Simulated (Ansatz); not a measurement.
An Ansatz input and the part of its output that reports the observables at the nuclei.

The cell is a COD entry, relaxed with PBE at fixed cell and then changed (z compressed by 1 %, ions relaxed).

```yaml
crystal:
  lattice:
    - [0.0, 2.828675, 2.80038825]
    - [2.828675, 0.0, 2.80038825]
    - [2.828675, 2.828675, 0.0]
  atoms:
    - { symbol: Ge, position: [0.0, 0.0, 0.0] }
    - { symbol: Ge, position: [0.25, 0.25, 0.25] }
kpoints:
  mp_grid: { grid: [14, 14, 14] }
scf:
  occupations: { method: fermi_dirac, width: 0.05 }
hamiltonian:
  xc: pbe
  pseudopotentials: { kind: paw }
output:
  forces: true
  stress: true
  populations: true
  efg: { quadrupole_moments_barn: { Ge: -0.196 }, contact_densities: true }
relax:
  f_tol: 0.02
  max_steps: 60
```

```sh
ansatz run input.yaml --threads 1 --pin off --max-ram 3072MiB --backend cpu --events-out ev --progress --plain --runs-dir out
```

The run relaxes the ions first, and the block belongs to the relaxed positions.

Of the output, the block on the nuclei alone is shown; the set-up, the SCF iterations, energies, forces and stress are cut.

```
--- PAW observables at the nuclei: V_zz in 10²¹ V/m², potentials from the cell's mean, atoms counted from 1 ---
  atom   1  Ge V_zz =    +0.048129   η = 0.0000   by run symmetry: allowed   C_q = -0.2281 MHz
            electrostatic potential = -4321.700338 V   contact ρ = 210253.501593 e/Å³
  atom   2  Ge V_zz =    +0.048129   η = 0.0000   by run symmetry: allowed   C_q = -0.2281 MHz
            electrostatic potential = -4321.700338 V   contact ρ = 210253.501593 e/Å³
```

The relaxation (1 step) took 7.8 s of wall time (7.8 s of CPU time) and 0.56 GiB at its peak, on 1 thread of Intel Xeon 6975P-C (Granite Rapids) (x86_64; 16 cores open to the job, memory cap 3.0 GiB, no GPU), a shared host with a load of 0.6 a core.

With no gap above 0.1 eV, as in a metal, the gradients converge slowly in k; expect changes of a tenth or more on a denser mesh. Semilocal functionals make gaps too small and can close them, so the real compound need not be a metal.
